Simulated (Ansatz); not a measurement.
## Calculated ⁶⁹Ga nuclear quadrupole resonance for RbGaH₄

Cell: a computed structure from the Materials Project (it need not be an observed phase).

Space group Pnma (No. 62); a = 9.7179, b = 5.9214, c = 7.8123 Å.

| site | Wyckoff | site symmetry | x | y | z |
| --- | --- | --- | --- | --- | --- |
| Rb | 4c | .m. | 0.6825 | 0.2500 | 0.3375 |
| Ga | 4c | .m. | 0.0621 | 0.2500 | 0.6931 |
| H9 | 4c | .m. | 0.9115 | 0.2500 | 0.6141 |
| H13 | 4c | .m. | 0.1796 | 0.2500 | 0.5506 |
| H17 | 8d | 1 | 0.9182 | 0.9687 | 0.1875 |

One atom of each set is listed.

The numbers come from a DFT calculation in Ansatz (PBE, plane waves and PAW, scalar-relativistic, 420 eV cutoff, Γ-centred 3×5×4 k-points, Fermi–Dirac smearing 0.02 eV).

⁶⁹Ga: I = 3/2, Q = 171.0 mb (year-2017 value). Static lattice, zero field.

**Question.** Predict the zero-field ⁶⁹Ga lines of each site.

**Answer.** For I = 3/2 there is one line, ν = (|C_Q|/2)(1 + η²/3)^½.

| site | atoms | V_zz (10²¹ V/m²) | C_Q (MHz) | η | line frequencies (MHz) |
| --- | --- | --- | --- | --- | --- |
| Ga | 4 | -1.99 | -8.24 | 0.50 | 4.29 |

**Question.** And for ⁷¹Ga (I = 3/2, Q = 107.0 mb) on Ga?

**Answer.** C_Q scales with Q to -5.16 MHz, with lines at 2.68 MHz.

Hardware: 1 thread of Intel Xeon 6975P-C (Granite Rapids) (x86_64; 48 cores open to the job, memory cap 2.5 GiB, no GPU), a shared host with a load of 0.4 a core. Wall time 30 s, CPU time 30 s, peak memory 0.94 GiB.
